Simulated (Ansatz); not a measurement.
Input and command of a plane-wave DFT calculation in Ansatz:

```yaml
crystal:
  lattice:
    - [3.0950015819, 0.0, 0.0]
    - [-1.547500791, 2.6803499947, 0.0]
    - [0.0, 0.0, 5.2846327991]
  atoms:
    - { symbol: Hf, position: [0.6666666667, 0.3333333333, 0.25] }
    - { symbol: Hf, position: [0.3333333333, 0.6666666667, 0.75] }
basis:
  ecutwfc: 420
kpoints:
  mp_grid: { grid: [12, 12, 7] }
hamiltonian:
  xc: pbe
scf:
  occupations: { method: gaussian, width: 0.1 }
output:
  forces: true
  stress: true
  eigenvalues: true
  write_density: true
  write_potential: true
  elf: true
  volumetric_format: npy
relax:
  adjacent_minimum: "off"
  f_tol: 0.01
  max_steps: 50
  cell: { fix: [a, b, gamma], stress_tol: 0.1 }
```

```bash
ansatz run input.yaml --threads 8 --pin off --max-ram 20480MiB --backend cpu --events-out ev --progress --plain --runs-dir out
```

Processor: Intel(R) Xeon(R) Processor @ 2.70GHz, 8 threads, on a host shared with other jobs.

Problem. How long does it run, and how much memory does it take?

Solution. About 5 s on 8 threads of Intel(R) Xeon(R) Processor @ 2.70GHz, with other jobs on the host, peak memory 0.5 GiB. It solves 32 bands at 76 k points (the mesh reduced by the symmetry that the task leaves, which can be less than the crystal's) with about 845 plane waves (on the last cell), in 26 SCF iterations over 5 ionic steps.
